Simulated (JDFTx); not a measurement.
Input for JDFTx (a modified build): iodobenzene, C6H5I (SMILES Ic1ccccc1), charge 0, multiplicity 1, CANDLE, water, 1 M KF; lengths in bohr, energies in hartree. The run starts from orbitals saved by an earlier run of the same system.

```
lattice \
  25.5113026824 0.0000000000 0.0000000000 \
  0.0000000000 22.6767134955 0.0000000000 \
  0.0000000000 0.0000000000 14.6453774658
coords-type Cartesian
ion I -5.6275480192 -0.0000023290 0.0000652471 0
ion C -1.6208008481 0.0000003142 -0.0000652471 0
ion C -0.3395052286 -2.2770167509 -0.0000169763 0
ion C 2.2772535663 -2.2649027089 0.0000187981 0
ion C 3.5876202499 -0.0000033187 0.0000165636 0
ion C 2.2772562870 2.2648970595 0.0000200447 0
ion C -0.3395030115 2.2770183868 -0.0000155850 0
ion H -1.3614573987 -4.0418400501 -0.0000245599 0
ion H 3.2875880626 -4.0376485709 0.0000024569 0
ion H 5.6275480192 -0.0000030646 -0.0000006098 0
ion H 3.2875896033 4.0376433456 0.0000028727 0
ion H -1.3614535700 4.0418400501 -0.0000264575 0
ion-species pseudo/i_pbe_v1.upf
ion-species pseudo/c_pbe_v1.2.upf
ion-species pseudo/h_pbe_v1.4.upf
elec-cutoff 20 100
elec-ex-corr gga-PBE
symmetries none
elec-n-bands 21
converge-empty-states yes
electronic-scf nIterations 100 energyDiffThreshold 1e-8
fluid LinearPCM
pcm-variant CANDLE
fluid-solvent H2O
fluid-cation K+ 1
fluid-anion F- 1
fluid-minimize nIterations 400 knormThreshold 1e-11
wavefunction read s0.wfns
dump-name s1.$VAR
dump End State Ecomponents EigStats BandEigs Forces ElecDensity IonicPositions FluidDebug
```

The log closes as follows.

```
[...]
SCF: Cycle: 14   Etot: -48.824791635702510   dEtot: -6.762e-09   |Residual|: 1.689e-05   |deigs|: 1.067e-06
SCF: Cycle: 15   Etot: -48.824791638535046   dEtot: -2.833e-09   |Residual|: 1.017e-05   |deigs|: 6.577e-07
SCF: Converged (|Delta E|<1.000000e-08 for 2 iters).
Converging empty states (this may take a while): |deigs|: 5.227e-07

# Ionic positions in cartesian coordinates:
ion I  -5.627548019199999  -0.000002329000000   0.000065247100000 0
ion C  -1.620800848100000   0.000000314200000  -0.000065247100000 0
ion C  -0.339505228600000  -2.277016750900000  -0.000016976300000 0
ion C   2.277253566300000  -2.264902708899999   0.000018798100000 0
ion C   3.587620249900000  -0.000003318700000   0.000016563600000 0
ion C   2.277256287000000   2.264897059500000   0.000020044700000 0
ion C  -0.339503011500000   2.277018386800000  -0.000015585000000 0
ion H  -1.361457398700000  -4.041840050100000  -0.000024559900000 0
ion H   3.287588062600000  -4.037648570899999   0.000002456900000 0
ion H   5.627548019199999  -0.000003064600000  -0.000000609800000 0
ion H   3.287589603300000   4.037643345600000   0.000002872700000 0
ion H  -1.361453570000000   4.041840050100000  -0.000026457500000 0

# Forces in Cartesian coordinates:
force I   0.001008226834644   0.000000682899545  -0.000004333356569 0
force C  -0.010982637488595   0.000000393211738   0.000006277254954 0
force C  -0.003228651832203  -0.003967791095806  -0.000003640440589 0
force C   0.001855281189764  -0.000779207445701  -0.000006884642360 0
force C   0.002495555649365   0.000000122102195   0.000001705879382 0
force C   0.001854725347151   0.000779751084186   0.000001216888181 0
force C  -0.003228346987383   0.003965893116065   0.000003262455709 0
force H  -0.004268296508399  -0.008545575411844  -0.000000674771189 0
force H   0.004587852388658  -0.008509908624559  -0.000001308769112 0
force H   0.009551137010297   0.000000146995319   0.000001425964930 0
force H   0.004588266742059   0.008510049692089   0.000001339286816 0
force H  -0.004268446559158   0.008546244559698   0.000002206980949 0

# Energy components:
   A_diel =       -0.0014115769678470
   Eewald =       46.8203903954572951
       EH =       85.1247837617318623
     Eloc =     -198.8158799613562735
      Enl =        8.2081367258839499
      Exc =      -36.8257276795298054
 Exc_core =       21.3667434215433687
       KE =       25.2981732747023891
-------------------------------------
     Etot =      -48.8247916385350464


	eMin: -0.794409 at state 0 ( [ +0.000000 +0.000000 +0.000000 ] spin 0 )
	HOMO: -0.213861 at state 0 ( [ +0.000000 +0.000000 +0.000000 ] spin 0 )
	LUMO: -0.058769 at state 0 ( [ +0.000000 +0.000000 +0.000000 ] spin 0 )
	HOMO-LUMO gap: +0.155092
```

The run took 16 electronic cycles (a count that differs between repeats, as do the digits past 10⁻⁶ Ha); the highest occupied level lies at -5.82 eV from the bulk liquid; the total lies 0.00 eV from the vacuum run at this geometry.
